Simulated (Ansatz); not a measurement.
MoIr (rock salt, Fm-3m) at seven volumes, the program Ansatz at the PBE level (PAW), scaled uniformly. One row is withheld.

| V (Å³/atom) | P (GPa) |
|---|---|
| 15.769 | ? |
| 16.289 | 15.96 |
| 16.809 | 7.32 |
| 17.329 | 0.00 |
| 17.849 | -6.20 |
| 18.369 | -11.45 |
| 18.889 | -15.87 |

Task: Fit the shown pressures and predict the withheld one.

Result: P = (3/2)B₀(x^(7/2) − x^(5/2))[1 + (3/4)(B′ − 4)(x − 1)] with x = (V₀/V)^(2/3). Least squares on the six rows gives V₀ = 17.329 Å³/atom, B₀ = 224 GPa, B′ = 4.56. At V = 15.769, x = 1.0649 and P = 26.22 GPa. The run itself gave 26.16 GPa.

The start of the workflow was typed in or built on a structure type; neither database checked (COD, Materials Project) lists it. COD files the formula under space group No. 51, so this cell is another polymorph or a model. Whether it is the stable phase at ambient conditions was not checked. The cell was relaxed with PBE under the symmetry of its start; its stability against distortions is not shown here. The run is not spin-polarised. The volume moved by 17 % from the start of the relaxation. Its formation energy is positive at this level, so the cell may be metastable or incomplete. Spin–orbit coupling is left out wherever it is not named.

Potentials: the earlier of the program's two PAW sets.
